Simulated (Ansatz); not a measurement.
Al (hcp (Mg type), space group No. 194) under volume change, LDA in the plane-wave PAW code Ansatz, shape and atoms relaxed at each volume.

| V (Å³/atom) | E − E(relaxed) (meV/atom) | P (GPa) |
|---|---|---|
| 14.497 | 38.4 | 9.37 |
| 14.975 | 16.1 | 5.72 |
| 15.453 | 3.8 | 2.62 |
| 15.931 | 0.0 | -0.01 |
| 16.409 | 3.4 | -2.24 |
| 16.887 | [?] | [?] |
| 17.365 | [?] | [?] |

### Question
What belongs in the gaps?

### Answer

- 17.365, E − E(relaxed) (meV/atom): 27.7
- 17.365, P (GPa): -5.71
- 16.887, E − E(relaxed) (meV/atom): 13.0
- 16.887, P (GPa): -4.12

### Question
What does a third-order Birch–Murnaghan fit give for V₀, B₀ and B′?

### Answer
V₀ = 15.93 Å³/atom, B₀ = 80.4 GPa, B′ = 4.5.

Space group P6_3/mmc (hcp (Mg type)). The first step of the workflow began from a Materials Project structure, measured or hypothetical; the Crystallography Open Database copy checked does not list it. It is not the phase usual at ambient conditions (space group No. 225). Symmetry was held in the LDA relaxation; of distortions, only those at the zone centre were tested.

Potentials: the earlier of the program's two PAW sets.
